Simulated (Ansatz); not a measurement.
## Sn-119 Mössbauer parameters in SnO at a changed volume

Cell: a refined structure from the COD, relaxed with PBE at fixed cell and then changed (volume scaled by 1.06, ions relaxed).

```xyz
4
Lattice="3.8731 0.0000 0.0000 0.0000 3.8731 0.0000 0.0000 0.0000 4.9357" Properties=species:S:1:pos:R:3 pbc="T T T"
Sn    1.9366    0.0000    1.1535
Sn    0.0000    1.9366    3.7823
O     0.0000    0.0000    0.0000
O     1.9366    1.9366    0.0000
```

Atoms are numbered from 1 in the order listed; like atoms form one site, named after its first atom.

The numbers come from a DFT calculation in Ansatz (PBE, plane waves and PAW, scalar-relativistic, 420 eV cutoff, Γ-centred 12×12×10 k-points, Fermi–Dirac smearing 0.05 eV).

Isomer shifts (against SnO₂) follow from the electron density at the nucleus, δ = α(ρ − ρ₀), with α = 0.099 mm s⁻¹ a₀³ and ρ₀ = 183191.44 a₀⁻³ from a line fitted to 8 measured compounds at this level of theory (rms miss 0.12 mm/s). ΔE_Q = ½eQV_zz(1 + η²/3)^½ with Q = -0.132 b for the 23.9 keV state.

Task: Where do the absorption lines lie?

Result: Sn (2 atoms a cell): δ = 2.78, |ΔE_Q| = 1.36 mm/s, a doublet at 2.10 and 3.46 mm/s.

Without spin–orbit coupling (the program notes it for Sn) the gradients can shift somewhat, as the gap is small. With a gap of 0.4 eV under a smearing of 0.05 eV the band edges are partly filled, so small gradients can hang on the smearing and the k-mesh.
